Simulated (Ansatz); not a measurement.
A geometry of Sn away from equilibrium: the start of the relaxation of a relaxed Sn cell, doubled along one cell vector, shaken by Gaussian noise of σ = 0.08 Å a coordinate. The numbers are results of r2SCAN (plane waves to 500 eV, PAW, scalar-relativistic; Ansatz, a quantum-chemistry and plane-wave program), not measurements. Γ-centred k-mesh 12×6×11 on the run's cell (coarser than for final values), Fermi–Dirac smearing 0.05 eV.

```xyz
2
Lattice="3.2327 0.0000 0.0000 -3.2327 5.5991 0.0000 0.0000 0.0000 3.0486" Properties=species:S:1:pos:R:3:forces:R:3 pbc="T T T" free_energy=-12077.012 pressure_GPa=-0.1
Sn    -0.0143    -0.0277     1.6272    0.0403    0.1338   -0.0313
Sn    -1.5197     2.8381     1.5004   -0.0403   -0.1338    0.0313
```

Positions in Å, forces in eV/Å, free energy of the cell in eV (comparable only within this code, potentials and settings). Largest force: 0.14 eV/Å, on Sn1, Sn2 (atoms numbered as listed); the geometry lies under 0.01 eV/atom above the end of its relaxation.

No spin polarisation in the result.

The run could not lose the symmetry of its start: the end is stationary, and may be a saddle point rather than a minimum.

The end of the path is a generated cell of Sn: the first start was made by placing the elements on the sites of a structure type, and the end was not matched to a known phase here, so it may be hypothetical. Known forms of Sn include space group No. 141, 227.
